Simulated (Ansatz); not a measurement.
The start is a relaxed TiC cell, doubled along one cell vector, shaken by Gaussian noise of σ = 0.08 Å a coordinate. The cell and all atomic positions are relaxed at zero pressure with r2SCAN (plane waves to 500 eV, PAW, scalar-relativistic; Ansatz, a program for electronic structure). The first steps use a coarse 9×5×9 k-mesh.

The start:
```yaml
crystal:
  lattice:
    - [4.52460, 2.61228, 0.96118]
    - [-9.04921, 5.22456, 1.92236]
    - [0.00000, -5.22456, 0.96118]
  atoms:
    - { symbol: Ti, position: [0.99294, 0.00094, 0.68599] }
    - { symbol: Ti, position: [0.00203, 0.50930, 0.67673] }
    - { symbol: Ti, position: [0.95302, 0.31548, 0.94202] }
    - { symbol: Ti, position: [0.94662, 0.82141, 0.97168] }
    - { symbol: Ti, position: [0.68829, 0.99445, 0.99141] }
    - { symbol: Ti, position: [0.69747, 0.50968, 0.02138] }
    - { symbol: C, position: [0.23476, 0.10580, 0.52487] }
    - { symbol: C, position: [0.26434, 0.64293, 0.56342] }
    - { symbol: C, position: [0.30846, 0.31664, 0.35597] }
    - { symbol: C, position: [0.25983, 0.78547, 0.24106] }
    - { symbol: C, position: [0.62419, 0.17330, 0.33299] }
    - { symbol: C, position: [0.58260, 0.64096, 0.28085] }
```

Which atoms feel the largest initial force, and how large is it?

About 2.9 eV/Å, on C9 (atoms numbered as listed).

How does the volume per atom move from start to end?

-10.8 %, from 11.36 to 10.13 Å³/atom.

Does it find its way back to the structure it was made from?

It does not go back: it reaches Fm-3m (No. 225), rock salt type, 0.70 eV/atom below the parent.

How do the shortest distances between atoms change?

The closest pairs of elements (up to four, under 3.6 Å), start → end: C–Ti 1.97 → 2.16 Å; C–C 2.66 → 3.06 Å; Ti–Ti 2.74 → 3.06 Å.

What band gap does the relaxed structure have at this level?

Zero (metallic).

Final values are on a 18×18×18 k-mesh of the relaxed cell. No spin polarisation in the result.

Of the parent cell (R3m (No. 160)): it is a generated cell of TiC: the first start was made by placing the elements on the sites of a structure type, and the end was not matched to a known phase here, so it may be hypothetical. Known forms of TiC include space group No. 225.
